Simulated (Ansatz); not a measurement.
Starting cell, AlNi (CsCl type):

```
AlNi
1.0
    2.89304     0.00000     0.00000
    0.00000     2.89304     0.00000
    0.00000     0.00000     2.89304
Al Ni
1 1
Direct
  0.00000   0.00000   0.00000
  0.50000   0.50000   0.50000
```

Scan: atom 1 (Al, nearest neighbour Ni at 2.505 Å; its periodic images, 2.9 Å or more away, move with it) is displaced along Cartesian [111], direction (0.577, 0.577, 0.577) in Cartesian axes, by s. The other atoms stay.

Level of theory: PBE (plane waves to 420 eV, PAW, scalar-relativistic; Ansatz, a quantum-chemistry and plane-wave program). k mesh 13×13×13 (Γ-centred), Fermi-Dirac smearing 0.05 eV. The energy includes the smearing's −TS. Left out: 2 of 11 points, with atoms too close for the PAW data. With partly filled bands, energies and forces of such displacements shift with the k mesh and the smearing. AlNi is run without spin polarisation. AlNi was relaxed with its symmetry unable to fall. The zero of ΔE is the undisplaced structure. The last digit holds for this mesh only.

| s (Å) | ΔE (meV/cell) |
|---|---|
| -0.600 | withheld |
| -0.450 | 718.1 |
| -0.300 | 282.1 |
| -0.150 | 65.3 |
| 0.000 | 0.0 |
| 0.150 | 65.3 |
| 0.300 | 282.1 |
| 0.450 | 718.1 |
| 0.600 | withheld |

Question: Fit an even polynomial form (powers 2, 4, 6) to the given rows and predict ΔE at s = -0.600.

Answer: Least squares on the 7 given rows: ΔE = (2827)·s² + (3303)·s⁴ + (1219)·s⁶, in meV/cell with s in Å; root-mean-square residual 0.04 meV/cell. At -0.600 the fit gives 1502.7 meV/cell; the calculation gives 1506.4 meV/cell, so the extrapolation is off by -3.7 (-0.2 %). The quadratic term alone would give 1017.7 meV/cell.

(For displaced atoms, the force is minus the slope of the energy, and its curvature is a force constant, which sets phonon frequencies.)
